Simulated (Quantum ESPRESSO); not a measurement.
AgBr has the cubic space group Fm-3m (No. 225), the rock salt structure, Pearson symbol cF8. Conventional cell: a = 5.585 Å, b = 5.585 Å, c = 5.585 Å, α = 90.00°, β = 90.00°, γ = 90.00°. Br on 4b sees 6 Ag at 2.792 Å (octahedral). Ag on 4a is coordinated by 6 Br at 2.792 Å (octahedral). (Neighbours: up to the widest gap in distance over summed covalent radii, below 1.35, at either atom; cation-cation contacts left out.)
(The calculation used a cell of 2 atoms; values per cell refer to that cell.)

Cell and atoms were relaxed with LDA from Materials Project entry mp-23231, within its symmetry.

Problem. What does LDA (pw.x of Quantum ESPRESSO, ONCV potentials, without SOC) give for the electronic structure near the Fermi level?

Solution. The LDA gap is indirect, 0.38 eV, from L to Γ; the smallest direct gap is 2.62 eV. Spin-orbit splittings are left out.
